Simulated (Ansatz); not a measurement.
Given:

LaSi2Pt2:
```xyz
10
Lattice="4.3051 0.0000 0.0000 0.0000 4.3051 0.0000 0.0000 0.0000 9.8662" Properties=species:S:1:pos:R:3 pbc="T T T"
La     0.0000     2.1526     2.5295
La     2.1526     0.0000     7.3367
Si     0.0000     0.0000     4.9331
Si     2.1526     2.1526     4.9331
Si     0.0000     2.1526     8.5966
Si     2.1526     0.0000     1.2696
Pt     0.0000     0.0000     0.0000
Pt     2.1526     2.1526     0.0000
Pt     0.0000     2.1526     6.1154
Pt     2.1526     0.0000     3.7508
```

This is the r²SCAN-relaxed structure.

**Question.** All from the program Ansatz at the r²SCAN level (PAW), unless another level is named. Give the electronic character.

**Answer.** metallic (no gap).

**Question.** And the formation energy from the elements (no fitted shifts)?

**Answer.** -1.19 eV/atom.

**Question.** Give the density of states at the Fermi level.

**Answer.** 0.51 states/eV per atom (mean over ±0.08 eV).

Space group P4/nmm. The workflow started from a Materials Project entry (that database holds measured and hypothetical structures alike); the Crystallography Open Database copy checked does not list it. COD files the formula under space group No. 139. Whether it is the stable phase at ambient conditions was not checked. The cell was relaxed with r²SCAN under the symmetry of its start; whether a distortion lowers the energy is not shown. No spin polarisation was allowed. The references are the lowest solids computed at this level, not always the standard phases. Spin–orbit coupling is left out wherever it is not named.

Potentials: the later of the program's two PAW sets.
